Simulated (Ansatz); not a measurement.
CaAlSiH:
```cif
data_HAlCaSi
_chemical_formula_sum 'Ca1 Al1 Si1 H1'
_space_group_name_H-M_alt 'P 1'
_space_group_IT_number 1
_cell_length_a 4.12622
_cell_length_b 4.12622
_cell_length_c 4.73003
_cell_angle_alpha 90.000
_cell_angle_beta 90.000
_cell_angle_gamma 120.000
loop_
_space_group_symop_operation_xyz
  'x, y, z'
loop_
_atom_site_label
_atom_site_type_symbol
_atom_site_fract_x
_atom_site_fract_y
_atom_site_fract_z
_atom_site_occupancy
Ca1 Ca 0.00000 0.00000 0.99759 1
Al1 Al 0.66667 0.33333 0.45553 1
Si1 Si 0.33333 0.66667 0.56446 1
H1 H 0.66667 0.33333 0.08911 1
```

Relaxed with r²SCAN.

### Question
Tabulate the valence density and the electron localisation function along the shortest Ca–H contact (2.42 Å), r²SCAN (plane waves, PAW; program Ansatz).

### Answer


```tsv
distance from Ca (Å)	density (e/Å³)	ELF
0.24	6.20	0.79
0.36	5.28	0.84
0.48	4.02	0.86
0.61	2.69	0.86
0.73	1.59	0.82
0.85	0.85	0.72
0.97	0.43	0.45
1.09	0.23	0.15
1.21	0.15	0.05
1.33	0.12	0.06
1.45	0.14	0.20
1.57	0.17	0.59
1.69	0.24	0.89
1.82	0.34	0.97
1.94	0.51	0.99
2.06	0.76	1.00
2.18	1.17	1.00
```

The density is the valence pseudo-density with augmentation charge, so density and ELF within about 1 Å of a nucleus are not all-electron values.

Space group P3m1. The workflow started from a Materials Project entry (that database holds measured and hypothetical structures alike); the Crystallography Open Database copy checked does not list it. Whether it is the stable phase at ambient conditions was not checked. The cell was relaxed with r²SCAN under the symmetry of its start; its stability against distortions is not shown here.

Potentials: the later of the program's two PAW sets.
